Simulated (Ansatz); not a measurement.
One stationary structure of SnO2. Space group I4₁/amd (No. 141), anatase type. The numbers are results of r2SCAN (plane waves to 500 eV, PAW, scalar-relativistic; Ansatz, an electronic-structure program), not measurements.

Space group I4₁/amd, origin choice 1 (No. 141); a = 3.9993 Å, b = 3.9993 Å, c = 10.2037 Å, α = 90.00°, β = 90.00°, γ = 90.00°

```tsv
atom	site	symmetry	x	y	z
Sn	4b	-4m2	0.0000	0.0000	0.5000
O	8e	2mm.	0.0000	0.0000	0.2964
```
(The calculation used a cell of 6 atoms; values per cell refer to that cell.)

**Question.** Predict the band gap from r2SCAN.

**Answer.** 2.33 eV, indirect (valence top at P, conduction bottom at Γ) (no spin-orbit coupling).

**Question.** Estimate the smallest direct gap that r2SCAN returns for this input.

**Answer.** 2.74 eV at Γ.

No spin polarisation in the result.

The run could not lose the symmetry of its start.

The first start was generated by placing the elements on the sites of a structure type. Materials Project lists a structure of SnO2 in the same space group, I4₁/amd (No. 141); the sites were not compared with it, nor with measured phases. Known forms of SnO2 include space group No. 136.
